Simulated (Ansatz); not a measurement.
**Phonon dispersion of Sc2NF3**

Method: DFT PBE, scalar-relativistic, plane waves, PAW (Ansatz). Cutoff 420 eV, 6×4×4 k-points (Γ-centred), fixed occupations. No spin polarisation. Phonons by linear response, acoustic sum rule imposed.

The cell, relaxed at this level:
```xyz
12
Lattice="5.3549 0.0000 -0.7390 0.0000 5.4237 0.0000 -1.8965 0.0000 5.9703" Properties=species:S:1:pos:R:3 pbc="T T T"
Sc   -0.8796    2.3287    3.9523
Sc    4.3380    5.0405    1.2791
Sc    1.9257    5.3557    3.5647
Sc    1.5328    2.6438    1.6666
N     3.0762    3.8423    2.4902
N     0.3822    1.1305    2.7411
F     3.3455    1.1312    4.4446
F     0.1129    3.8430    0.7867
F     0.1979    2.4825    5.6804
F     3.2605    5.1943   -0.4491
F     3.0022    1.1306    1.9539
F     0.4562    3.8424    3.2775
```

It was reached by relaxing an invented guess, and it needn't be the stable form of this composition. The q mesh is coarse, so values between its points are rough.

Force constants from linear response on a 2×1×1 q mesh.

Question: Is the structure dynamically stable on the q mesh?

Answer: Yes, on this mesh: no mode is imaginary. Between the mesh points the interpolation dips to 50i cm⁻¹.

Question: Give the frequencies (cm⁻¹) at the zone-boundary points of high symmetry (interpolated where a point lies off the q mesh).

Answer:
```tsv
point	q	frequencies
Z	0.000 0.500 0.000	31 31 101 101 144 144 158 158 188 188 223 223 240 240 268 268 291 291 320 320 352 352 384 384 416 416 423 423 439 439 450 450 552 552 646 646
D	0.000 0.500 0.500	100 100 113 113 147 147 164 164 206 206 213 213 234 234 248 248 288 288 305 305 344 344 380 380 407 407 422 422 448 448 475 475 548 548 633 633
B	0.000 0.000 0.500	34i 60 94 107 109 134 153 164 196 205 212 224 238 242 245 254 257 298 305 315 334 351 360 378 378 408 410 429 441 454 477 495 566 588 609 610
A	-0.500 0.000 0.500	74 98 111 114 134 141 161 173 178 197 206 212 247 252 255 260 298 298 310 312 344 345 385 396 404 410 426 432 440 445 452 464 558 560 635 638
E	-0.500 0.500 0.500	99 99 117 117 126 126 157 157 183 183 209 209 244 244 268 268 300 300 332 332 360 360 400 400 413 413 438 438 445 445 464 464 491 491 654 654
C2	-0.500 0.500 0.000	111 111 122 122 140 140 151 151 164 164 208 208 241 241 266 266 301 301 328 328 365 365 399 399 411 411 437 437 446 446 465 465 493 493 655 655
Y2	-0.500 0.000 0.000	84 107 110 117 142 146 156 171 175 188 203 207 248 252 256 260 290 293 308 315 350 363 385 392 404 413 415 424 439 444 453 456 564 565 636 641
```
